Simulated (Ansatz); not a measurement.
Li$_{2}$O:
```cif
data_Li8O4
_chemical_formula_sum 'O4 Li8'
_space_group_name_H-M_alt 'Fm-3m'
_space_group_IT_number 225
_space_group_name_Hall '-F 4 2 3'
_cell_length_a 4.57274
_cell_length_b 4.57274
_cell_length_c 4.57274
_cell_angle_alpha 90.000
_cell_angle_beta 90.000
_cell_angle_gamma 90.000
loop_
_atom_site_label
_atom_site_type_symbol
_atom_site_symmetry_multiplicity
_atom_site_Wyckoff_symbol
_atom_site_fract_x
_atom_site_fract_y
_atom_site_fract_z
_atom_site_occupancy
O1 O 4 a 0.00000 0.00000 0.00000 1
Li1 Li 8 c 0.25000 0.25000 0.25000 1
```
(The calculation used a cell of 3 atoms; values per cell refer to that cell.)

Relaxed with r²SCAN.

Problem. Tabulate the valence density and the electron localisation function along the shortest Li–Li contact (2.29 Å), r²SCAN (plane waves, PAW; program Ansatz).

Solution. 

```tsv
distance from Li (Å)	density (e/Å³)	ELF
0.23	6.28	0.99
0.34	3.61	0.94
0.46	1.55	0.59
0.57	0.47	0.15
0.69	0.14	0.03
0.80	0.10	0.02
0.91	0.08	0.02
1.03	0.08	0.04
1.14	0.08	0.04
1.26	0.08	0.04
1.37	0.08	0.02
1.49	0.10	0.02
1.60	0.14	0.03
1.71	0.47	0.15
1.83	1.55	0.59
1.94	3.61	0.94
2.06	6.28	0.99
```

The density is the valence pseudo-density with augmentation charge, so density and ELF within about 1 Å of a nucleus are not all-electron values.

The r²SCAN relaxation kept the symmetry of its start.

Potentials: the later of the program's two PAW sets.
